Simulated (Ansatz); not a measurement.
Values for one crystal, relaxed and computed with the program Ansatz at the LDA level (PAW); other levels are named.

| Item | Value |
|---|---|
| Volume per atom | 21.86 Å³ |
| Band gap | 3.35 eV (direct) |
| Hole effective mass | 0.24, 3.3, 3.3 mₑ (principal values) |
| Electronic dielectric constant ε∞ (DFPT) | 4.15 (xx = yy), 4.27 (zz) |
| Elastic constants (relaxed ions, GPa) | C11 = 89.0, C12 = 53.3, C13 = 46.7, C33 = 82.2, C44 = 18.0 |
| Static dielectric constant ε0 (ions relaxed, cell fixed) | 6.48 (xx = yy), 7.14 (zz) |
| Largest static χ(2) component | 2.0 pm/V |

Problem. Which of these materials gives this?
A) Mg2SeS, P-4m2 (Mg on 2g, Se on 1b, S on 1d)
B) MgS, wurtzite
C) ZnCdS2, P3m1 (Zn on 1a, Cd on 1b, S on 1b, S on 1a)
D) MgZnO2, P3m1 (Mg on 1b, Zn on 1c, O on 1b, O on 1c)

Solution. B, MgS, wurtzite

Space group P6_3mc (wurtzite). The first step of the workflow began from a Materials Project structure, measured or hypothetical; the Crystallography Open Database copy checked does not list it. COD files the formula under space group No. 225, so this cell is another polymorph or a model. Its standing as an ambient phase is unchecked. The cell was relaxed with LDA under the symmetry of its start; phonons on a q-mesh show no instability.

Potentials: the later of the program's two PAW sets.
